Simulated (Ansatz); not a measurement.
Here is the system:

AlRu:
```
CELL_PARAMETERS angstrom
      1.49325    -4.58142     0.00000
      1.49325     4.58142     0.00000
      0.00000     0.00000     4.12151
ATOMIC_POSITIONS crystal
  Al 0.59285 0.40715 0.25000
  Ru 0.86385 0.13615 0.25000
  Al 0.40715 0.59285 0.75000
  Ru 0.13615 0.86385 0.75000
```

This is the PBE-relaxed structure.

Question: All from PBE in the plane-wave PAW code Ansatz, unless another level is named. Give the density of states at the Fermi level.

Answer: 0.94 states/eV per atom (mean over ±0.08 eV).

Question: What about the formation energy from the elements (no fitted shifts)?

Answer: -0.43 eV/atom.

Space group Cmcm. The start of the workflow was typed in or built on a structure type; neither database checked (COD, Materials Project) lists it. COD files the formula under space group No. 221, so this cell is another polymorph or a model. Whether it is the stable phase at ambient conditions was not checked. The cell was relaxed with PBE under the symmetry of its start; its stability against distortions is not shown here. No spin polarisation was allowed. The references are the lowest solids computed at this level, not always the standard phases. Spin–orbit coupling is left out wherever it is not named.

Potentials: the later of the program's two PAW sets.
